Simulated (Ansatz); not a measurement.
Ge3N4:
```
Ge3N4
1.0
    0.00000     4.08258     4.08258
    4.08258     0.00000     4.08258
    4.08258     4.08258     0.00000
Ge N
6 8
Cartesian
  5.10322   5.10322   5.10322
  5.10322   3.06193   3.06193
  3.06193   5.10322   3.06193
  3.06193   3.06193   5.10322
  2.04129   2.04129   2.04129
  0.00000   0.00000   0.00000
  7.07914   7.07914   7.07914
  7.07914   5.16860   5.16860
  5.16860   7.07914   5.16860
  5.16860   5.16860   7.07914
  3.12731   3.12731   3.12731
  3.12731   5.03785   5.03785
  5.03785   3.12731   5.03785
  5.03785   5.03785   3.12731
```

Relaxed with LDA. Special points in fractions of this cell's reciprocal vectors: Γ (0.000, 0.000, 0.000); X (0.500, 0.000, 0.500); U (0.625, 0.250, 0.625); K (0.375, 0.375, 0.750); L (0.500, 0.500, 0.500); W (0.500, 0.250, 0.750).

Q: List the band energies nearest the valence-band maximum at these points for LDA (plane waves, PAW; program Ansatz).

A: In eV from the valence-band maximum; about four levels below and three above (degenerate sets whole), none deeper than 8.9 eV; points with the same levels are listed once.

```tsv
k	below	above
Γ	-0.32 -0.32 -0.02 -0.02 -0.02	2.15 2.15 2.15
X	-1.01 -1.01 -0.18 -0.18	5.05 5.05 5.70 5.70
U	-1.54 -1.20 -0.65 -0.05	5.03 5.15 5.72
L	-0.72 -0.72 -0.63 -0.11 -0.11	3.75 3.99 4.92 4.92
W	-1.21 -1.21 -0.46 -0.46	5.43 5.43 5.91 5.91
```

Space group Fd-3m. The cell was relaxed with LDA under the symmetry of its start; phonons on a q-mesh show no instability. Scalar-relativistic: spin–orbit coupling is off unless named, which matters more the heavier the elements.

Potentials: the later of the program's two PAW sets.
